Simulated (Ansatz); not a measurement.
Lu$_{2}$CdS$_{4}$:
```cif
data_Cd8Lu16S32
_chemical_formula_sum 'S32 Lu16 Cd8'
_space_group_name_H-M_alt 'Fd-3m :1'
_space_group_IT_number 227
_space_group_name_Hall 'F 4d 2 3 -1d'
_cell_length_a 11.05943
_cell_length_b 11.05943
_cell_length_c 11.05943
_cell_angle_alpha 90.000
_cell_angle_beta 90.000
_cell_angle_gamma 90.000
loop_
_atom_site_label
_atom_site_type_symbol
_atom_site_symmetry_multiplicity
_atom_site_Wyckoff_symbol
_atom_site_fract_x
_atom_site_fract_y
_atom_site_fract_z
_atom_site_occupancy
S1 S 32 e 0.38316 0.38316 0.38316 1
Lu1 Lu 16 d 0.62500 0.62500 0.62500 1
Cd1 Cd 8 a 0.00000 0.00000 0.00000 1
```
(The calculation used a cell of 14 atoms; values per cell refer to that cell.)

Relaxed with r²SCAN. 

Problem. HSE06 on this cell (Ansatz, a program for electronic structure, PAW) gives a gap of 2.14 eV. What does r²SCAN give?

Solution. 1.56 eV.

Cost on shared cores: the r²SCAN run (SCF on a 5×5×5 mesh, then bands and DOS) about 4 core-minutes (a rough figure), the HSE06 run (SCF on 3×3×3, then a few points) very roughly 13 core-minutes; the tasks are unlike.

The workflow started from an entry of the Crystallography Open Database (COD). Its standing as an ambient phase is unchecked. Symmetry was held in the r²SCAN relaxation; its stability against distortions is not shown here. Spin–orbit coupling is left out wherever it is not named.

Potentials: the later of the program's two PAW sets.

Ansatz is a plane-wave DFT program.
